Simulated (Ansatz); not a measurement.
Input:

TiH8N2F6:
```cif
data_H8F6N2Ti
_chemical_formula_sum 'Ti1 H8 N2 F6'
_space_group_name_H-M_alt 'P-3m1'
_space_group_IT_number 164
_space_group_name_Hall '-P 3 2"'
_cell_length_a 5.77824
_cell_length_b 5.77824
_cell_length_c 4.49062
_cell_angle_alpha 90.000
_cell_angle_beta 90.000
_cell_angle_gamma 120.000
loop_
_atom_site_label
_atom_site_type_symbol
_atom_site_symmetry_multiplicity
_atom_site_Wyckoff_symbol
_atom_site_fract_x
_atom_site_fract_y
_atom_site_fract_z
_atom_site_occupancy
Ti1 Ti 1 a 0.00000 0.00000 0.00000 1
H1 H 2 d 0.33333 0.66667 0.07155 1
H2 H 6 i 0.23626 0.47252 0.38425 1
N1 N 2 d 0.33333 0.66667 0.30218 1
F1 F 6 i 0.30564 0.15282 0.23431 1
```

This is the LDA-relaxed structure.

**Question.** All from plane-wave PAW LDA (Ansatz code), unless another level is named. Estimate the highest zone-centre frequency (without LO–TO term).

**Answer.** 3330 cm^-1.

**Question.** And the bulk modulus (Birch–Murnaghan fit)?

**Answer.** 39.7 GPa.

The first step of the workflow began from a Materials Project structure, measured or hypothetical; the Crystallography Open Database files this formula in space group No. 164, but the cells were not matched. Whether it is the stable phase at ambient conditions was not checked. The cell was relaxed with LDA under the symmetry of its start. At this level the phase is dynamically unstable (imaginary phonons). No spin polarisation was allowed. A crystal of weakly bound molecules computed without a dispersion correction: the cell and the soft elastic constants depend strongly on that.

Potentials: the later of the program's two PAW sets.
